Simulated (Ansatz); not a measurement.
Data sheet: MoIr (DFT)

MoIr:
```yaml
crystal:
  lattice:
    - [2.73568, 0.00000, 0.00000]
    - [0.00000, 2.73568, 0.00000]
    - [0.00000, 0.00000, 3.88338]
  atoms:
    - { symbol: Ir, position: [0.00000, 0.00000, 0.00000] }
    - { symbol: Mo, position: [0.50000, 0.50000, 0.50000] }
```

Space group P4/mmm (No. 123), L1₀ or tetragonal B2; conventional cell a = 2.736 Å, b = 2.736 Å, c = 3.883 Å, α = 90.00°, β = 90.00°, γ = 90.00°.

Method: DFT-PBEsol in the program Ansatz with PAW potentials. The cell and atoms are relaxed at this level. Other levels are named where they apply.

Cell and energy:

```json
{
 "volume_per_atom": "14.53 Å³",
 "density": "16.46 g/cm³",
 "Formation energy from the elements (no fitted shifts)": "-0.31 eV/atom"
}
```

Electronic structure:

```json
{
 "electronic_character": "metallic (no gap)",
 "Density of states at the Fermi level": "0.48 states/eV per atom (mean over ±0.08 eV)",
 "Gap with spin–orbit coupling": "none (metallic)"
}
```

Mechanics:

```json
{
 "Bulk modulus (Birch–Murnaghan fit)": "339 GPa",
 "Pressure derivative B′": "4.6",
 "Elastic constants (relaxed ions, GPa)": "C11 = 675, C12 = 98.7, C13 = 238, C33 = 560, C44 = 243, C66 = 104",
 "mechanical_stability": "stable (all eigenvalues of C positive)",
 "hill_bulk_and_shear_moduli": "340 and 194 GPa",
 "Young's modulus": "489 GPa",
 "Poisson's ratio": "0.26",
 "debye_temperature_from_the_elastic_constants": "465 K"
}
```

Phonons:

```json
{
  "highest_zone_centre_frequency": "169 cm⁻¹",
  "zone_centre_stability": "no imaginary mode at Γ"
}
```

The start of the workflow was typed in or built on a structure type; neither database checked (COD, Materials Project) lists it. COD files the formula under space group No. 51. Whether it is the stable phase at ambient conditions was not checked. The cell was relaxed with PBEsol under the symmetry of its start. The run is not spin-polarised. As this level gives no gap, shear constants depend on the k-mesh and smearing (Fermi–Dirac, 0.1 eV here). As this level gives no gap, phonon frequencies hold no LO–TO term and depend on the k-mesh and smearing (Fermi–Dirac, 0.1 eV here). Axis ratios of metals converge slowly with the k-mesh, so a and c are less sure than the volume. The references are the lowest solids computed at this level, not always the standard phases. Spin–orbit coupling is left out wherever it is not named.

Potentials: the later of the program's two PAW sets.
